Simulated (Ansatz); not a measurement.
A geometry of Sn away from equilibrium: the start of the relaxation of a relaxed Sn cell, doubled along one cell vector, shaken by Gaussian noise of σ = 0.08 Å a coordinate. These are r2SCAN (plane waves to 500 eV, PAW, scalar-relativistic; Ansatz, an electronic-structure program) values and carry that method's errors. Γ-centred k-mesh 11×11×6 on the run's cell (coarser than for final values), Fermi–Dirac smearing 0.05 eV.

```xyz
2
Lattice="3.0550 0.0000 0.0000 0.0000 3.0550 0.0000 0.0000 0.0000 6.1101" Properties=species:S:1:pos:R:3 pbc="T T T"
Sn    -0.0009     0.0944    -0.0046
Sn    -0.0134    -0.0377     3.2695
```

Which atoms carry the largest force, and which way does it point?

0.85 eV/Å, on Sn1, Sn2 (atoms numbered as listed); on Sn1 its components are (0.00, 0.02, 0.85).

What is the pressure?

+1.3 GPa, compression positive.

How much energy per atom can still be gained by relaxing?

0.06 eV/atom; the path ends in P6/mmm (No. 191) (AFLOW prototype A_hP1_191_a (A_f, as in Sn)).

No spin polarisation in the result.

The run could not lose the symmetry of its start: the end is stationary, and may be a saddle point rather than a minimum.

The end of the path is a generated cell of Sn: the first start was made by placing the elements on the sites of a structure type, and the end was not matched to a known phase here, so it may be hypothetical. Known forms of Sn include space group No. 141, 227.
